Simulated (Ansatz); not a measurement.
## SrCo$_{2}$P$_{2}$: do energies and stresses tell the same story?

Theory: Ansatz 0.2.0, DFT PBEsol, scalar-relativistic, plane waves, PAW.

Plane waves to 420 eV, a k mesh through Γ of 14×14×14 on the computed 5-atom cell and Gaussian smearing (0.10 eV); collinear spin from starting moments 0 0.35 0.35 0 0 μB.

Relaxed cell: I4/mmm, a = 3.723 Å, b = 3.723 Å, c = 11.450 Å, α = 90.00°, β = 90.00°, γ = 90.00°, 5 atoms in the primitive cell. Whether it is the stable form of this composition wasn't checked.

Energies at zero smearing and pressures from the stress tensor, at volumes with shape and atoms relaxed:
```tsv
V (Å³/atom)	E − E(first) (meV/atom)	P (GPa)
14.443	0.00	9.96
14.919	-23.48	6.13
15.395	-36.89	2.86
15.871	-41.09	-0.03
16.348	-37.21	-2.55
16.824	-26.36	-4.71
```

Q: Check P = −dE/dV between neighbouring volumes, and get the bulk modulus from the pressures alone.

A: With 1 eV/Å³ = 160.2 GPa:
```tsv
middle V (Å³/atom)	−ΔE/ΔV (GPa)	mean P (GPa)
14.681	7.902	8.046
15.157	4.513	4.498
15.633	1.411	1.414
16.109	-1.303	-1.291
16.586	-3.654	-3.630
```

The two differ by 0.14 GPa at most. The mean of two end pressures misses the average over a step by about ΔV² P″/12, up to 0.05 GPa here; with that taken off 0.09 GPa remains. The stress is the derivative of the free energy, not of the energy at zero smearing, and with free energies 0.03 GPa remains. The largest site moment goes from 0.00 to 0.38 μB along the series, which bends P(V). Around V = 15.871 Å³/atom, the two neighbours give B = −V ΔP/ΔV = 15.871 × 5.41 / 0.952 = 90.1 GPa, against B0 = 90.0 GPa from the Birch–Murnaghan fit of the energies.

Only this magnetic start was tried.

Cost: 7 runs of about 42 core-minutes in all, on Arm Neoverse V2 (shared hosts).